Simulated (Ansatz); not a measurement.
CsHgBr3: two-dimensional strain map

Level of theory: DFT PBEsol, scalar-relativistic, plane waves, PAW in Ansatz 0.2.0. Cutoff 420 eV, Γ-centred 8×8×8 k-points, Gaussian smearing of 0.15 eV. Spin–orbit coupling is left out, which can shift energies with elements as heavy as these. No spin polarisation. Energies are free energies at this smearing, counted from the undisturbed cell; pressure is positive in compression.

Reference structure (as given, not relaxed at this level; it stands at -2.6 GPa, and it needn't be the usual structure):

```
Cs Hg Br
1.0
     5.77000    0.00000    0.00000
     0.00000    5.77000    0.00000
     0.00000    0.00000    5.77000
Cs Hg Br
1 1 3
Cartesian
  0.0000 0.0000 0.0000
  2.8850 2.8850 2.8850
  0.0000 2.8850 2.8850
  2.8850 0.0000 2.8850
  2.8850 2.8850 0.0000
```

The cell is strained by p along both x and y and by q along z, fractional coordinates fixed. Points are written (p, q).

Energy above the undisturbed cell in meV/atom (a dash: not computed):

```csv
p \ q,-0.050,-0.025,0.000,0.025,0.050
-0.050,?,-40.8,-36.0,-27.0,-14.9
-0.025,-39.2,–,-25.3,–,?
0.000,-22.5,?,0.0,17.0,36.0
0.025,5.7,–,–,–,–
0.050,41.8,–,?,–,124.8
```

Q: Fill in the withheld energies.

A: (-0.050, -0.050): -39.8; (-0.025, 0.050): 3.7; (0.000, -0.025): -13.7; (0.050, 0.000): 77.8.

Symmetry holds off the tilts and polar distortions that many cubic perovskites undergo.